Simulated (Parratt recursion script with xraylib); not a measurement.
# What roughness does to the fringe maxima of ZrB2 on Al2O3

```
layer, from the top  thickness (Å)  density (g/cm³)  rms roughness of its top face (Å)  δ (10⁻⁶)  β (10⁻⁶)
-------------------  -------------  ---------------  ---------------------------------  --------  --------
ZrB2                           600            6.071                             varied     11.06    0.3606
Al2O3 (substrate)                –            3.873                                3.4     7.954   0.06371
```

The refractive index is n = 1 − δ + iβ. Vacuum lies above.

Densities are inputs, not measurements. They were set from computed cells of the Materials Project: ZrB2 from entry mp-1472 (P6/mmm, 6.071 g/cm³); Al2O3 from entry mp-1143 (R-3c, 3.873 g/cm³). A layer's crystal structure does not enter its constants, only its composition and density.

Calculation: specular X-ray reflectivity, Parratt recursion, Névot-Croce roughness, xraylib tables; Parratt recursion script with xraylib 4.3.0.

Photon energy 10 keV (λ = 1.2398 Å), s polarisation. The grazing angle θ is scanned from 0.05° to 2.41° in 900 evenly spaced points, and the curve is smoothed with a Gaussian of 0.004° full width. A maximum is a scan point above both neighbours; its place and height come from a parabola through R at the three points.

The table follows two fringe maxima, those next to orders 14.5 and 31.5 of m = (2d/λ)(sin²θ − 2δ)^½, through runs that differ in the roughness σ₁ of the film surface alone.

| σ₁ (Å) | θ of the first (°) | R there | θ of the second (°) | R there |
|---|---|---|---|---|
| 3.7 | 0.899 | 6.26 × 10⁻⁴ | 1.884 | 9.96 × 10⁻⁶ |
| 4 | 0.899 | 5.99 × 10⁻⁴ | 1.884 | 8.21 × 10⁻⁶ |
| 10 | 0.899 | ? | 1.879 | ? |

Q: Estimate the two heights for σ₁ = 10 Å.

A: At a maximum the amplitudes from the film's two faces add: R ≈ (|r₁|g₁ + |r₂|g₂A)². Here q₀ = 4π sin θ/λ, qⱼ = (q₀² − 32π²δⱼ/λ²)^½ (1 film, 2 substrate), |r₁| = |q₀² − q₁²|/(q₀ + q₁)², |r₂| = |q₁² − q₂²|/(q₁ + q₂)² with the numerators taken from the constants, g₁ = exp(−q₀q₁σ₁²/2), g₂ = exp(−q₁q₂σ₂²/2), and A = exp(−16π²β₁d/(λ²q₁)) for absorption in the film.

Check on a shown row, σ₁ = 4 Å, second maximum: q₀ = 0.3332, q₁ = 0.3298, q₂ = 0.3307 Å⁻¹; |r₁| = 0.00517, |r₂| = 0.00146; g₁ = 0.415, g₂ = 0.532, A = 0.935; R ≈ 8.25 × 10⁻⁶ against 8.21 × 10⁻⁶ in the table.

- σ₁ = 10 Å, first maximum: q₀ = 0.1590, q₁ = 0.1517, q₂ = 0.1538 Å⁻¹; |r₁| = 0.0235, |r₂| = 0.00684; g₁ = 0.299, g₂ = 0.874, A = 0.864; R ≈ 1.49 × 10⁻⁴.
- σ₁ = 10 Å, second maximum: q₀ = 0.3323, q₁ = 0.3289, q₂ = 0.3298 Å⁻¹; |r₁| = 0.00520, |r₂| = 0.00147; g₁ = 0.00423, g₂ = 0.534, A = 0.935; R ≈ 5.71 × 10⁻⁷.

The run gave 1.48 × 10⁻⁴ and 5.69 × 10⁻⁷; the estimates are 1.01 and 1.00 times these.
